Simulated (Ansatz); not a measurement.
Bi2Pt (space group Pa-3)

```
Bi2Pt
1.0
    6.72145     0.00000     0.00000
    0.00000     6.72145     0.00000
    0.00000     0.00000     6.72145
Bi Pt
8 4
Direct
  0.37010   0.37010   0.37010
  0.62990   0.62990   0.62990
  0.12990   0.62990   0.87010
  0.87010   0.37010   0.12990
  0.87010   0.12990   0.62990
  0.12990   0.87010   0.37010
  0.62990   0.87010   0.12990
  0.37010   0.12990   0.87010
  0.00000   0.00000   0.00000
  0.50000   0.00000   0.50000
  0.50000   0.50000   0.00000
  0.00000   0.50000   0.50000
```

This relaxed cell (volume V₀) is scaled evenly in all directions, its shape held. The atoms relax within the cell's symmetry.

Calculation: PBEsol (plane waves to 420 eV, PAW, scalar-relativistic; Ansatz, a first-principles code). k mesh 6×6×6 (Γ-centred), Fermi-Dirac smearing 0.05 eV. The energy includes the smearing's −TS. Compression counts positive. Bi2Pt is run without spin polarisation. Bi2Pt was relaxed with its symmetry unable to fall. Spin-orbit coupling is left out, though Bi and Pt are heavy. The zero of ΔE is the relaxed starting cell. The last digit holds for this mesh only.

```json
[
 {"V (Å³/atom)": "21.256", "ΔE (meV/atom)": "273.7"},
 {"V (Å³/atom)": "21.931", "ΔE (meV/atom)": "withheld"},
 {"V (Å³/atom)": "22.606", "ΔE (meV/atom)": "107.5"},
 {"V (Å³/atom)": "23.281", "ΔE (meV/atom)": "57.0"},
 {"V (Å³/atom)": "23.956", "ΔE (meV/atom)": "23.9"},
 {"V (Å³/atom)": "24.630", "ΔE (meV/atom)": "5.6"},
 {"V (Å³/atom)": "25.305", "ΔE (meV/atom)": "0.0"},
 {"V (Å³/atom)": "25.980", "ΔE (meV/atom)": "5.1"},
 {"V (Å³/atom)": "26.655", "ΔE (meV/atom)": "19.2"},
 {"V (Å³/atom)": "27.330", "ΔE (meV/atom)": "41.1"},
 {"V (Å³/atom)": "28.004", "ΔE (meV/atom)": "69.6"},
 {"V (Å³/atom)": "28.679", "ΔE (meV/atom)": "103.5"},
 {"V (Å³/atom)": "29.354", "ΔE (meV/atom)": "142.2"}
]
```

Question: Fit a third-order Birch-Murnaghan form (E₀, V₀, B₀, B₀′ free) to the given rows and predict ΔE at V = 21.931.

Answer: Least squares on the 12 given rows: ΔE = E₀ + (9V₀B₀/16)·y²·[2 + (B₀′ − 4)y], y = (V₀/V)^(2/3) − 1, with V₀ = 25.307 Å³/atom, B₀ = 95.02 GPa (160.2 GPa = 1 eV/Å³; the term in eV is multiplied by 1000), B₀′ = 5.07, E₀ = 0.03 meV/atom; root-mean-square residual 0.06 meV/atom. At 21.931 the fit gives 178.5 meV/atom; the calculation gives 178.5 meV/atom, the same to the digits shown. For the pressure the fit gives 19.6 GPa against the computed 19.6 GPa.

(Under strain, the slope of the energy per volume gives the stress and its curvature an elastic modulus.)
